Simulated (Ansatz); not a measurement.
Ansatz input

```yaml
crystal:
  lattice:
    - [0.0, 2.283383671, 2.283383671]
    - [2.283383671, 0.0, 2.283383671]
    - [2.283383671, 2.283383671, 0.0]
  atoms:
    - { symbol: Cr, position: [0.0, 0.0, 0.0], spin: 1.5 }
    - { symbol: Cr, position: [0.5, 0.5, 0.5], spin: -1.5 }
hamiltonian:
  xc: lda
  pseudopotentials:
    kind: paw
    azcp:
      Cr: "pseudopotentials/Cr.paw.azcp"
basis:
  ecutwfc: 420
  fft_grid_basis: typed
kpoints:
  mp_grid: { grid: [13, 13, 13], shift: [0, 0, 0] }
magnetization:
  spin_polarized: true
scf:
  occupations: { method: fermi_dirac, width: 0.05 }
  lower_state_search: "off"
output:
  stress: true
```

Output

```
Warning: the record states the generating functional pbe (its physics header spells it `PBE`), which answers neither for hamiltonian.xc's functional nor for the lda family's — results may be inconsistent (PPs are generated against a specific XC)
Engine: ansatz 0.2.0, x86_64-unknown-linux-gnu
Pseudopotentials: kind: paw
Pseudopotential: Cr, paw, valence charge 14, recommended cutoff 420 eV (normal) 
Functional definition: SPW92
  exchange = slater_x
  correlation = pw_c
Crystal: 2 atoms, lattice volume = 23.810 Å³
Basis set: ecut = 420 eV, 459 PW (Γ)
Bands: 20, of which v1, the nominal top of the filled ones, is band 14 counted from 1 (13 counted from 0)
Symmetry: 48 space group operations
Space group: Fm-3m (ITA 225), of the structure as read, at distance tolerance 2.9e-5 Å
Magnetic group: BNS 225.121 (UNI 1623), of the structure as read, at distance tolerance 2.9e-5 Å
k-points: 84 of 2197
Non-local potential: Cr, projectors of the file, l = 0: 3, l = 1: 2, l = 2: 3, l = 3: 1
PAW form: soft (Blöchl's): semilocal exchange-correlation on the pseudo side does not see the compensation charge
PAW frozen core: Cr, regenerated for the run's functional, and the local potential with it (the file was generated under x = pbe(κ = 0.804, μ = 0.2195149727645171), c = pbe(β = 0.06672455060314922))
PAW one-centre angular grid: Cr, 590 points (default); XC on 64 Gauss nodes
Initial density: superposition of atomic densities (chi_scale 0.1, normalization cell)
Starting moments: Σ|m| = 3 μB on 2 of 2 sites
Starting magnetic order: antiferromagnet; a translation exchanges its spin sublattices: spin-degenerate at every k-point
Initial wavefunctions: pseudopotential atomic-orbital guess
Functional: x = slater, c = lda
SCF iter   1: F=—  HF=-6645.945961 eV  |F-HF|=—  |Δ(HF+E_count)|=         —  Δρ=1.19e-1 (↑1.19e-1 ↓1.19e-1)  dr2=7.00e0  dr2_m=1.07e0  M=0.000 μB ∫|m|=1.624 μB  β_m=0.30  ethr=3.10e-3  ⟨swp⟩=3.5  Hψ=6095  notcnv=0
spin=Collinear: Kerker preconditioning applied to the charge; magnetization (m = ρ↑ − ρ↓) channel mixes plain (no charge-response kernel on spin).
SCF iter   2: F=—  HF=-6644.496501 eV  |F-HF|=—  |Δ(HF+E_count)|=    1.45e0  Δρ=6.71e-2 (↑6.71e-2 ↓6.71e-2)  dr2=1.93e0  dr2_m=4.44e-1  M=0.000 μB ∫|m|=1.689 μB  β_m=0.30  ethr=3.10e-3  ⟨swp⟩=2.2  Hψ=3612  notcnv=0  defer=40
SCF iter   3: F=—  HF=-6643.994764 eV  |F-HF|=—  |Δ(HF+E_count)|=   5.02e-1  Δρ=2.85e-2 (↑2.85e-2 ↓2.85e-2)  dr2=7.19e-2  dr2_m=1.30e-1  M=0.000 μB ∫|m|=1.810 μB  β_m=0.30  ethr=3.10e-3  ⟨swp⟩=2.8  Hψ=3258  notcnv=0  defer=40
SCF iter   4: F=—  HF=-6643.974937 eV  |F-HF|=—  |Δ(HF+E_count)|=   1.98e-2  Δρ=2.29e-2 (↑2.29e-2 ↓2.29e-2)  dr2=6.59e-3  dr2_m=1.13e-1  M=0.000 μB ∫|m|=1.705 μB  β_m=0.30  ethr=2.57e-4  ⟨swp⟩=2.6  Hψ=3984  notcnv=0  defer=23
SCF iter   5: F=—  HF=-6643.982372 eV  |F-HF|=—  |Δ(HF+E_count)|=   7.43e-3  Δρ=1.90e-2 (↑1.90e-2 ↓1.90e-2)  dr2=1.61e-3  dr2_m=7.85e-2  M=0.000 μB ∫|m|=1.644 μB  β_m=0.30  ethr=2.35e-5  ⟨swp⟩=2.0  Hψ=3230  notcnv=0  defer=23
...
iter 23 did not close the SCF: its close was put off for a magnetic moment that had not settled (scf_convergence_deferred on its scf_iter line)
SCF iter  23: F=-6644.051765 eV  HF=-6644.051765 eV  |F-HF|=1.83e-8  |Δ(HF+E_count)|=   4.55e-8  Δρ=7.00e-6 (↑7.00e-6 ↓7.00e-6)  dr2=2.64e-8  dr2_m=4.63e-10  M=0.000 μB ∫|m|=0.000 μB  β_m=0.99  ethr=1.52e-10  ⟨swp⟩=2.0  Hψ=5257  notcnv=0
iter 24 did not close the SCF: its close was put off for a magnetic moment that had not settled (scf_convergence_deferred on its scf_iter line)
SCF iter  24: F=-6644.051765 eV  HF=-6644.051765 eV  |F-HF|=3.55e-11  |Δ(HF+E_count)|=   4.90e-9  Δρ=1.37e-6 (↑1.37e-6 ↓1.37e-6)  dr2=2.08e-10  dr2_m=3.19e-10  M=0.000 μB ∫|m|=0.000 μB  β_m=0.99  ethr=9.42e-11  ⟨swp⟩=2.0  Hψ=5115  notcnv=0
SCF iter  25: F=-6644.051765 eV  HF=-6644.051765 eV  |F-HF|=1.91e-11  |Δ(HF+E_count)|=  2.90e-10  Δρ=2.43e-7 (↑2.43e-7 ↓2.43e-7)  dr2=2.53e-11  dr2_m=7.14e-12  M=0.000 μB ∫|m|=0.000 μB  ethr=1.00e-12  ⟨swp⟩=1.0  Hψ=4506  notcnv=0
WARN: the starting moments were not kept: the SCF closed with an absolute magnetisation of 1.6e-5 μB, where they sum to 3 μB in size (2 sites). That is at most 0.1 of that sum. Measured as dr2_m measures the in/out step, that magnetisation stands 1.5e-10 eV from none, at or under the dr2_threshold of 1.0e-7 eV: it is no larger than a step whose dr2_m would equal this threshold. The system may hold no moment; this SCF shows only that its start led to no more than that. To try another start: raise the starting moments (crystal.atoms[].spin, magnetization.per_species, magnetization.initial_magnetization, or on a non-collinear deck that types none of these the spinor_matrix: blocks that start its atoms; where the total moment is fixed, keep their sum and leave initial_magnetization as it is; typed ones take the place of any that the run laid by itself, positive ones on a crystal's lanthanoids without a Hubbard term where scf.initial_density.shell_occupations: [] is typed) or, if the notice of its spin-set hold's release reads "site moments contracting" or "site moments show no strong build", lengthen the hold (scf.mixing.spin_hold: { on: { confirm: 4 } }; for m-r²SCAN on two components see the key's manual first). Each may lead to a state that holds a moment. A second SCF, from the converged charge density, with the starting moments and any scf.initial_density.shell_occupations laid on it anew, would have followed, and was not run: the deck does not ask for one (magnetization.retry_lost_moments is false, the default). To let it run, set magnetization.retry_lost_moments: true and run the deck again, where that key's refused combinations let it; where memory then withholds it, that run's warning says so.
SCF 1 converged in 25 iterations: F = -6644.051765 eV  dr2 = 2.53e-11
SCF converged after 25 iterations
Magnetization: 0.0000 μB (14.0000 up, 14.0000 down)
Absolute magnetization: 0.0000 μB (∫|ρ↑−ρ↓|, with the PAW one-centre terms)
Spin contamination: 0.0000 ħ² per cell (⟨S²⟩ above its minimum at these occupations)
Per-site moments (μB) at R_I (Å): [(-7.742461417783735e-6, 0.9418957642875002), (7.742461417783735e-6, 0.9418957642875002)]
Free energy (F): -6644.051765 eV
Harris-Foulkes:  -6644.051765 eV  (|F-HF|=1.91e-11)
Internal energy: -6644.030177 eV  (E = F + TS)
E sigma→0 (E₀):  -6644.040971 eV
Entropy (-TS):   -0.021588 eV (-10.794 meV/atom)
Fermi energy:    18.461354 eV
--- Per-component energies (eV) ---
  E_band       = -305.880136
  E_kinetic    = 693.711584
  E_local      = -2552.878552  (includes V_loc(G=0)·N_el)
  E_nonlocal   = 173.774371
  E_hartree    = 1113.305499
  E_xc         = -278.088681
  E_vxc        = -356.731891  (∫ρ·V_xc dr)
  E_paw        = -2287.600768  (= ΣΔE_a)
  E_vpaw       = -490.367570  (= ΣTr[D̂ρ^β])
  E_aug_tail   = 0.000668  (compensation charges beyond the density's cutoff)
  E_ewald      = -3506.984549
  E_core_change = 0.730249  (= ΣΔE_core)
  E_smearing   = -0.021588  (= −TS)
  E_closure    = 0.000000  (closes the sum)
  Σ components = -6644.051765   (vs F -6644.051765, Δ=0.00e0)
--- Stress (GPa, compression-positive) ---
       -0.332114      -0.000000       0.000000
        0.000000      -0.332114      -0.000000
       -0.000000      -0.000000      -0.332114
  P = ⅓ Tr σ = -0.3321 GPa (-3.321 kbar)
```

Command:

```sh
ansatz run input.yaml --threads 2 --pin off --max-ram 5120MiB --backend cpu --events-out ev --progress --plain --runs-dir out
```

On 2 threads of AMD EPYC 7R43 64-Core Processor (Zen 3) (shared host) this took about 4 s of wall time and 7.2 s of CPU time.
